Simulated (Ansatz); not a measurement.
TiAl₃ in space group Pmm2 (No. 25; Ti on 1b, Al on 1d, Al on 1c, Al on 1a) under volume change, the program Ansatz at the LDA level (PAW), shape and atoms relaxed at each volume.

```json
[
 {"V (Å³/atom)": "14.074", "E − E(relaxed) (meV/atom)": "49.8", "P (GPa)": "12.41"},
 {"V (Å³/atom)": "14.538", "E − E(relaxed) (meV/atom)": "21.0", "P (GPa)": "7.62"},
 {"V (Å³/atom)": "15.002", "E − E(relaxed) (meV/atom)": "5.0", "P (GPa)": "3.52"},
 {"V (Å³/atom)": "15.465", "E − E(relaxed) (meV/atom)": "0.0", "P (GPa)": "0.00"},
 {"V (Å³/atom)": "15.929", "E − E(relaxed) (meV/atom)": "___", "P (GPa)": "___"},
 {"V (Å³/atom)": "16.393", "E − E(relaxed) (meV/atom)": "___", "P (GPa)": "___"},
 {"V (Å³/atom)": "16.857", "E − E(relaxed) (meV/atom)": "36.5", "P (GPa)": "-7.80"}
]
```

Problem. What belongs in the gaps?

Solution. 
- 16.393, E − E(relaxed) (meV/atom): 17.0
- 16.393, P (GPa): -5.60
- 15.929, E − E(relaxed) (meV/atom): 4.5
- 15.929, P (GPa): -3.01

Problem. What does a third-order Birch–Murnaghan fit give for V₀, B₀ and B′?

Solution. V₀ = 15.47 Å³/atom, B₀ = 108 GPa, B′ = 4.1.

The workflow started from a Materials Project entry (that database holds measured and hypothetical structures alike); the Crystallography Open Database copy checked does not list it. With Ti and Al taken as one species the cell has the higher symmetry P6_3/mmc, so it may be an ordered model of a mixed-site phase. Whether it is the stable phase at ambient conditions was not checked. Symmetry was held in the LDA relaxation; whether a distortion lowers the energy is not shown. No spin polarisation was allowed.

Potentials: the later of the program's two PAW sets.
